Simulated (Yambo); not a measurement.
BSE-type run in Yambo on Mg2ZnP2 (space group P3m1, No. 156), at zero momentum. LDA wavefunctions on a 3×3×2 mesh, a = b = 4.0141 Å, c = 6.5439 Å, α = β = 90.00°, γ = 120.00°.

Yambo input:
```
rim_cut
optics
bse
bss
dipoles
em1s
RandQpts= 1000000
RandGvec= 1 Ry
FFTGvecs= 40 Ry
Chimod= "HARTREE"
BSKmod= "SEX"
BSEmod= "resonant"
BSSmod= "hs"
BSENGexx= 15 Ry
BSENGBlk= 3 Ry
% KfnQP_E
 0.919 | 1.0 | 1.0 |
%
% BSEQptR
 1 | 1 |
%
% BSEBands
 20 | 35 |
%
% BEnRange
 0.0 | 9.7 | eV
%
% BDmRange
 0.15 | 0.15 | eV
%
BEnSteps= 194
% BLongDir
 1.0 | 0.0 | 0.0 |
%
BSHayTrs= -0.02
BSSNEig= 24
WRbsWF
% BndsRnXs
 13 | 58 |
%
NGsBlkXs= 3 Ry
% LongDrXs
 1.0 | 1.0 | 1.0 |
%
```

From the report:

The dimension is k points × valence × conduction bands = 18 × 6 × 10 = 1080.
```
   [SLEPC] Approach                          : Krylov-Schur
   [SLEPC] Number of requested eigenvalues   :  24
   [SLEPC] Number of eigenvalues        [NEV]:  24
    [K] Dimension                                    :  1080
    [K] Bands                                        :   20   35
    [K] Exchange res                                 : yes
    [K] Correlation res                              : yes
    [K] W interaction is bare                        : no
    [K] RL vectors exchange                          :   615
    [K] RL vectors correlation                       :   55
    [W] Matrix size                                  :   55
    [W] Bands                                        :   13   58
    [W] Coulomb Cutoff                               : none
    [W] Hxc Kernel                                   : HARTREE
```

Geometry of the Materials Project entry, not relaxed at this level.

The structure is a Materials Project entry; no match was found in the copy of COD used, and its stability was not checked.
